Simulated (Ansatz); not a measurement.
The start is a randomly generated symmetric cell of Ag (space group No. 65). The cell and all atomic positions are relaxed at zero pressure with PBE (plane waves to 420 eV, PAW, scalar-relativistic; Ansatz, a program for electronic structure). The first steps use a coarse 16×16×8 k-mesh.

Input geometry:
```
CELL_PARAMETERS angstrom
      1.17932    -1.93289     0.00000
      1.17932     1.93289     0.00000
      0.00000     0.00000     4.08244
ATOMIC_POSITIONS crystal
  Ag 0.50000 0.50000 0.50000
```

What pressure does the first self-consistent step give?

+95.0 GPa (positive: the cell is compressed).

What symmetry does the relaxed structure have?

The space group goes from Cmmm (No. 65) to P6/mmm (No. 191); the end is AFLOW prototype A_hP1_191_a (A_f, as in Sn), with 1 atom in the primitive cell.

How much energy is released per atom?

2.69 eV/atom.

How does the volume per atom move from start to end?

+4.4 %, from 18.61 to 19.43 Å³/atom.

How do the shortest distances between atoms change?

The closest pairs of elements (up to four, under 3.6 Å), start → end: Ag–Ag 2.26 → 2.77 Å.

What band gap does the relaxed structure have at this level?

Zero (metallic).

Give the final cell and atomic positions.


Space group P6/mmm (No. 191); a = b = 2.8457 Å, c = 2.7711 Å, α = β = 90.00°, γ = 120.00°

```
atom  site  symmetry       x       y       z
----  ----  --------  ------  ------  ------
Ag      1b     6/mmm  0.0000  0.0000  0.5000
```

Final values are on a 19×19×17 k-mesh of the relaxed cell. No spin polarisation in the result.

The run could not lose the symmetry of its start: the end is stationary, and may be a saddle point rather than a minimum.

The relaxed structure here is a generated cell of Ag: the first start was made by a random draw of sites in a space group, and the end was not matched to a known phase here, so it may be hypothetical. Known forms of Ag include space group No. 225.
